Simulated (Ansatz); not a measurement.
The start is a generated trial cell of Nb in the bcc structure type. A full variable-cell relaxation at zero pressure is run with PBE (plane waves to 420 eV, PAW, scalar-relativistic; Ansatz, a quantum-chemistry and plane-wave program). First-step values are on the input's coarse k-mesh.

Ansatz input (later rounds restart from its end on a renewed k-mesh):
Ansatz 0.2 input:
```yaml
crystal:
  lattice:
    - [-1.65, 1.65, 1.65]
    - [1.65, -1.65, 1.65]
    - [1.65, 1.65, -1.65]
  atoms:
    - { symbol: Nb, position: [0, 0, 0] }
basis: { ecutwfc: 420, ecutrho_ratio: 4, xc_grid: 2, fft_grid_basis: typed }
kpoints: { mp_grid: { grid: [14, 14, 14] } }
hamiltonian:
  xc: pbe
  dispersion: none
  pseudopotentials: { kind: paw }
scf: { occupations: { method: fermi_dirac, width: 0.05 } }
relax: { f_tol: 0.01, max_steps: 100, cell: { stress_tol: 0.02 } }
output: { forces: true, stress: true }
```

| Property | Result |
|---|---|
| Energy released | under 0.01 eV/atom |
| Volume change | +0.9 %, from 17.97 to 18.13 Å³/atom |
| Band gap at the end | zero (metallic) |
| Optimiser moves | 5 |

Final values are on a 20×20×20 k-mesh of the relaxed cell. No spin polarisation in the result.

The run could not lose the symmetry of its start.
